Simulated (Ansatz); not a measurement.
**Ansatz run, RePO4**

Input file of Ansatz 0.2.0:

```yaml
crystal:
  lattice:
    - [2.50496154, 3.71913678, 0.0]
    - [2.50496154, -3.71913678, 0.0]
    - [0.0, 0.0, -6.56629548]
  atoms:
    - { symbol: P, position: [0.358, 0.642, 0.75] }
    - { symbol: P, position: [0.642, 0.358, 0.25] }
    - { symbol: Re, position: [0.0, 0.0, 0.0] }
    - { symbol: Re, position: [0.0, 0.0, 0.5] }
    - { symbol: O, position: [0.706, 0.766, 0.75] }
    - { symbol: O, position: [0.294, 0.234, 0.25] }
    - { symbol: O, position: [0.766, 0.706, 0.25] }
    - { symbol: O, position: [0.234, 0.294, 0.75] }
    - { symbol: O, position: [0.246, 0.754, 0.93] }
    - { symbol: O, position: [0.754, 0.246, 0.43] }
    - { symbol: O, position: [0.754, 0.246, 0.07] }
    - { symbol: O, position: [0.246, 0.754, 0.57] }
  symmetry: { tolerance: 0.0003 }
kpoints:
  mp_grid: { grid: [7, 7, 5], shift: [0, 0, 0] }
  band_path:
    path:
      - [0.0, 0.0, 0.0]
      - [0.5, -0.5, 0.0]
      - [0.63658831, -0.36341169, 0.0]
      - [0.36341169, 0.36341169, 0.0]
      - [0.0, 0.0, 0.0]
      - [0.0, 0.0, -0.5]
      - [0.36341169, 0.36341169, -0.5]
      - [0.63658831, -0.36341169, -0.5]
      - [0.5, -0.5, -0.5]
      - [0.5, -0.5, 0.0]
      - [0.0, 0.0, 0.0]
    npoints: 7
magnetization:
  spin_polarized: false
scf:
  occupations: { method: fermi_dirac }
  lower_state_search: "off"
  max_iter: 200
hamiltonian:
  pseudopotentials: { kind: paw }
  xc: r2scan
basis:
  ecutwfc: 500
  fft_grid_basis: typed
output:
  forces: true
  stress: true
  eigenvalues: true
  bader: true
  populations: true
  elf: true
  write_potential: true
  volumetric_format: npy
  dos:
    e_range: [-12, 8]
    de: 0.05
    projected: { site_lists: { O: [O], P: [P], Re: [Re] } }
  write_density: true
checkpoint:
  read: saved_state
```

Launched with:

```sh
ansatz run input.yaml --threads 1 --pin off --max-ram 2560MiB --backend cpu --events-out ev --progress --plain --runs-dir out
```

The run starts from an earlier solution of this cell. 

Parts of the output:

```
Pseudopotentials: kind: paw
Pseudopotential: P, paw, valence charge 5, recommended cutoff 500 eV (meta_gga), P.paw.azcp
Pseudopotential: Re, paw, valence charge 15, recommended cutoff 500 eV (meta_gga), Re.paw.azcp
Pseudopotential: O, paw, valence charge 6, recommended cutoff 500 eV (meta_gga), O.paw.azcp
Functional definition: r2SCAN
  exchange = r2scan_x(k0 = k0, k1 = k1, a1 = a1)
  correlation = r2scan_c
Crystal: 12 atoms, lattice volume = 122.347 Å³
Basis set: ecut = 500 eV, 3095 PW (Γ), exchange–correlation on 144×144×192 points (64 copies of the dense FFT grid, shifted against one another)
Bands: 56, of which v1, the nominal top of the filled ones, is band 44 counted from 1 (43 counted from 0)
Symmetry: 8 space group operations
Space group: Cmcm (ITA 63), of the structure as read, at distance tolerance 1.5e-3 Å
k-points: 48 of 245
Initial density: read from a saved state, or passed on in memory by an earlier SCF of this step, an earlier step, the calling program or the single point that the run made first
Functional: x = r2scan, c = r2scan; τ floored in thin density (d = 2e-4 eV/Å³)
SCF iter   1: F=-27823.4929 eV  Δρ=1.63e-3  dr2=4.73e-4  dr2_τ=1.93e-3
SCF iter   2: F=-27823.4931 eV  Δρ=4.14e-4  dr2=1.69e-4  dr2_τ=1.66e-5
SCF iter   3: F=-27823.4932 eV  Δρ=2.36e-4  dr2=5.34e-5  dr2_τ=5.78e-6
SCF iter   4: F=-27823.4932 eV  Δρ=1.00e-4  dr2=1.59e-5  dr2_τ=8.89e-7
SCF iter   5: F=-27823.4932 eV  Δρ=6.73e-5  dr2=6.30e-6  dr2_τ=4.03e-7
SCF iter   6: F=-27823.4932 eV  Δρ=2.27e-5  dr2=8.45e-7  dr2_τ=3.05e-8
SCF iter   7: F=-27823.4932 eV  Δρ=7.04e-6  dr2=4.24e-8  dr2_τ=5.92e-9
Free energy (F): -27823.4932 eV
Harris-Foulkes:  -27823.4932 eV  (|F-HF|=1.69e-8)
Internal energy: -27823.2088 eV  (E = F + TS)
E sigma→0 (E₀):  -27823.3510 eV
Entropy (-TS):   -0.2844 eV (-23.697 meV/atom)
Fermi energy:    12.8278 eV
--- Forces (eV/Å), atoms counted from 1 ---
  atom   1  P      0.0000    -1.4744     0.0000
  atom   2  P      0.0000     1.4744     0.0000
  atom   3  Re     0.0000     0.0000     0.0000
  atom   4  Re     0.0000     0.0000     0.0000
  atom   5  O      5.2871     3.2370     0.0000
  atom   6  O     -5.2871    -3.2370     0.0000
  atom   7  O      5.2871    -3.2370     0.0000
  atom   8  O     -5.2871     3.2370     0.0000
  atom   9  O      0.0000    -0.1890    -3.7789
  atom  10  O      0.0000     0.1890    -3.7789
  atom  11  O      0.0000     0.1890     3.7789
  atom  12  O      0.0000    -0.1890     3.7789
--- Stress (GPa, compression-positive) ---
       39.8220       0.0000       0.0000
        0.0000      57.6054       0.0000
        0.0000       0.0000      36.0209
  P = ⅓ Tr σ = 44.4828 GPa (444.828 kbar)
--- Löwdin populations: 12 sites ---
  site symbol       q [e]
     0      P      2.6306
     1      P      2.6306
     2     Re     13.8364
     3     Re     13.8364
     4      O      6.7582
     5      O      6.7582
     6      O      6.7582
     7      O      6.7582
     8      O      6.7605
     9      O      6.7605
    10      O      6.7605
    11      O      6.7605
  spilling = 0.0113 (of n_electrons = 88.0000)
```

Total energies depend on the potentials used, so only differences within one code and one set of settings carry meaning.

Origin: a known structure type with other elements, at an estimated volume, so it need not be a known compound. Caveats: many states at the Fermi level without spin polarisation, so a magnetic state may lie lower; atoms or cell far from equilibrium.

Run time, from a saved density: 3 min on 1 thread of Arm Neoverse V2, with other jobs on the host, peak memory 0.83 GiB.
